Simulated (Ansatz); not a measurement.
The end point of a relaxation of SnO₂. Space group Pbcn (No. 60). Calculation: r2SCAN (plane waves to 500 eV, PAW, scalar-relativistic; Ansatz, a program for electronic structure).

```cif
data_O8Sn4
_chemical_formula_sum 'Sn4 O8'
_space_group_name_H-M_alt 'P 1'
_space_group_IT_number 1
_cell_length_a 4.73162
_cell_length_b 5.74175
_cell_length_c 5.23650
_cell_angle_alpha 90.000
_cell_angle_beta 90.000
_cell_angle_gamma 90.000
loop_
_space_group_symop_operation_xyz
  'x, y, z'
loop_
_atom_site_label
_atom_site_type_symbol
_atom_site_fract_x
_atom_site_fract_y
_atom_site_fract_z
_atom_site_occupancy
Sn1 Sn 0.50000 0.16523 0.75000 1
Sn2 Sn 0.00000 0.33477 0.25000 1
Sn3 Sn 0.50000 0.83477 0.25000 1
Sn4 Sn 0.00000 0.66523 0.75000 1
O1 O 0.22976 0.39234 0.92113 1
O2 O 0.72976 0.10766 0.07887 1
O3 O 0.77024 0.60766 0.07887 1
O4 O 0.27024 0.89234 0.92113 1
O5 O 0.77024 0.39234 0.57887 1
O6 O 0.27024 0.10766 0.42113 1
O7 O 0.22976 0.60766 0.42113 1
O8 O 0.72976 0.89234 0.57887 1
```

* **Volume per atom**: 11.86 Å³
* **Band gap**: 2.10 eV, direct within 0.03 eV (at Γ) (no spin-orbit coupling)
* **Smallest direct gap**: 2.11 eV at Γ
* **Shortest distances**: O–Sn 2.03 Å; O–O 2.63 Å; Sn–Sn 3.23 Å
* **k-mesh**: 6×5×5

Band energies at high-symmetry points (eV from the VBM; labels of this space group; no spin-orbit coupling), from −5 eV up to 7.1 eV:

```
point                                                                                                                                                 energies
-----  -------------------------------------------------------------------------------------------------------------------------------------------------------
Γ                            -4.67 -4.34 -4.08 -2.86 -2.86 -2.82 -2.75 -2.15 -2.01 -1.97 -1.38 -1.31 -1.08 -0.88 -0.57 -0.57 -0.56 -0.14 -0.12 -0.01 2.10 7.02
X                  -4.16 -4.16 -4.04 -4.04 -3.62 -3.62 -1.76 -1.76 -1.59 -1.59 -1.41 -1.41 -0.81 -0.81 -0.78 -0.78 -0.28 -0.28 -0.05 -0.05 5.32 5.32 6.11 6.11
S                  -4.90 -4.90 -3.24 -3.24 -3.14 -3.14 -2.95 -2.95 -2.28 -2.28 -0.97 -0.97 -0.89 -0.89 -0.70 -0.70 -0.54 -0.54 -0.19 -0.19 5.79 5.79 6.92 6.92
Y                -4.85 -4.85 -4.15 -4.15 -3.68 -3.68 -3.43 -3.43 -2.42 -2.42 -1.92 -1.92 -1.53 -1.53 -1.15 -1.15 -0.97 -0.97 -0.86 -0.86 -0.09 -0.09 4.81 4.81
Z      -4.77 -4.77 -4.56 -4.56 -3.87 -3.87 -3.79 -3.79 -2.68 -2.68 -1.93 -1.93 -1.06 -1.06 -0.70 -0.70 -0.70 -0.70 -0.23 -0.23 -0.15 -0.15 5.21 5.21 7.06 7.06
U                  -3.56 -3.56 -3.56 -3.56 -2.50 -2.50 -2.50 -2.50 -1.90 -1.90 -1.90 -1.90 -0.84 -0.84 -0.84 -0.84 -0.24 -0.24 -0.24 -0.24 5.80 5.80 5.80 5.80
R                  -3.86 -3.86 -3.86 -3.86 -3.19 -3.19 -3.19 -3.19 -1.52 -1.52 -1.52 -1.52 -0.99 -0.99 -0.99 -0.99 -0.37 -0.37 -0.37 -0.37 6.26 6.26 6.26 6.26
T                  -3.80 -3.80 -3.80 -3.80 -2.93 -2.93 -2.93 -2.93 -1.79 -1.79 -1.79 -1.79 -1.10 -1.10 -1.10 -1.10 -0.30 -0.30 -0.30 -0.30 6.36 6.36 6.36 6.36
```

No spin polarisation in the result.

The run could not lose the symmetry of its start; a randomly shaken copy of 12 atoms returns to this structure.

The first start was generated by placing the elements on the sites of a structure type. Materials Project lists a structure of SnO2 in the same space group, Pbcn (No. 60); the sites were not compared with it, nor with measured phases. Known forms of SnO2 include space group No. 136.
